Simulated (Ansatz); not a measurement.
**Bi2Se3: from a starting cell to a relaxed one**

The start is a randomly generated symmetric cell of Bi2Se3 (space group No. 137). A full variable-cell relaxation at zero pressure is run with r2SCAN (plane waves to 500 eV, PAW, scalar-relativistic; Ansatz, a quantum-chemistry and plane-wave program). The first steps use a coarse 5×5×2 k-mesh.

Initial structure:
```
CELL_PARAMETERS angstrom
      4.74251     0.00000     0.00000
      0.00000     4.74251     0.00000
      0.00000     0.00000    14.59167
ATOMIC_POSITIONS crystal
  Bi 0.00000 0.00000 0.12065
  Bi 0.50000 0.50000 0.62065
  Bi 0.50000 0.50000 0.37935
  Bi 0.00000 0.00000 0.87935
  Se 0.50000 0.00000 0.76903
  Se 0.50000 0.00000 0.26903
  Se 0.00000 0.50000 0.73097
  Se 0.00000 0.50000 0.23097
  Se 0.00000 0.00000 0.50000
  Se 0.50000 0.50000 0.00000
```

**Question.** What is the largest force in the starting geometry, and on which atom (counted from 1)?

**Answer.** About 0.9 eV/Å, on Bi1, Bi2, Bi3, Bi4 (atoms numbered as listed).

**Question.** How much energy is released per atom?

**Answer.** 0.15 eV/atom.

**Question.** How does the volume per atom move from start to end?

**Answer.** -10.4 %, from 32.82 to 29.41 Å³/atom.

**Question.** How do the shortest distances between atoms change?

**Answer.** The closest pairs of elements (up to four, under 3.6 Å), start → end: Bi–Se 2.87 → 2.84 Å; Se–Se 3.40 → 3.37 Å; Bi–Bi 3.52 → 3.39 Å.

**Question.** What band gap does the relaxed structure have at this level?

**Answer.** No gap (metallic).

**Question.** What does it relax into? Give the structure.

**Answer.** 
```cif
data_Bi4Se6
_chemical_formula_sum 'Bi4 Se6'
_space_group_name_H-M_alt 'I4/mmm'
_space_group_IT_number 139
_space_group_name_Hall '-I 4 2'
_cell_length_a 4.76487
_cell_length_b 4.76487
_cell_length_c 12.95175
_cell_angle_alpha 90.000
_cell_angle_beta 90.000
_cell_angle_gamma 90.000
loop_
_atom_site_label
_atom_site_type_symbol
_atom_site_symmetry_multiplicity
_atom_site_Wyckoff_symbol
_atom_site_fract_x
_atom_site_fract_y
_atom_site_fract_z
_atom_site_occupancy
Bi1 Bi 4 e 0.00000 0.00000 0.13101 1
Se1 Se 4 d 0.00000 0.50000 0.25000 1
Se2 Se 2 b 0.00000 0.00000 0.50000 1
```
(The calculation used a cell of 5 atoms; values per cell refer to that cell.)

Final values are on a 14×14×14 k-mesh of the relaxed cell. No spin polarisation in the result.

The run could not lose the symmetry of its start: the end is stationary, and may be a saddle point rather than a minimum.

The relaxed structure here is a generated cell of Bi2Se3: the first start was made by a random draw of sites in a space group, and the end was not matched to a known phase here, so it may be hypothetical. Known forms of Bi2Se3 include space group No. 166.
